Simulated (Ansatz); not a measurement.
The relaxed structure here is a generated cell of TaSi2: the first start was made by placing the elements on the sites of a structure type, and the end was not matched to a known phase here, so it may be hypothetical. Known forms of TaSi2 include space group No. 181.

One starting cell of TaSi$_{2}$ (a generated cell, TaSi2 placed in the AFLOW prototype AB2_aP12_1_4a_8a (as in FeS2)) was relaxed twice with Ansatz (plane waves, PAW, scalar-relativistic): with r2SCAN at 500 eV and with PBE at 420 eV. The r2SCAN result:

```
TaSi2
1.0
    6.33434     0.00000     0.00000
    0.00000     4.84757     0.00000
   -1.01429     0.00000     6.16410
Ta Si
4 8
Direct
  0.09728   0.62010   0.05273
  0.09728   0.37990   0.55273
  0.45134   0.86940   0.45163
  0.45134   0.13060   0.95163
  0.66429   0.30095   0.63500
  0.40526   0.63404   0.80153
  0.83761   0.23994   0.16522
  0.04477   0.88752   0.39424
  0.40526   0.36596   0.30153
  0.66429   0.69905   0.13500
  0.04477   0.11248   0.89424
  0.83761   0.76006   0.66522
```

```csv
quantity,r2SCAN,PBE
space group,Pc,Pc
volume (Å³/atom),15.77,15.89
a (Å),6.334,6.320
b (Å),4.848,4.914
c (Å),6.247,6.212
"gap (eV, no spin-orbit coupling)",0.00,0.00
```

Both levels end in the same structure; PBE's volume is 0.7 % larger. Neither column is exact.

No spin polarisation in the result.

Ansatz is a quantum-chemistry and plane-wave program.
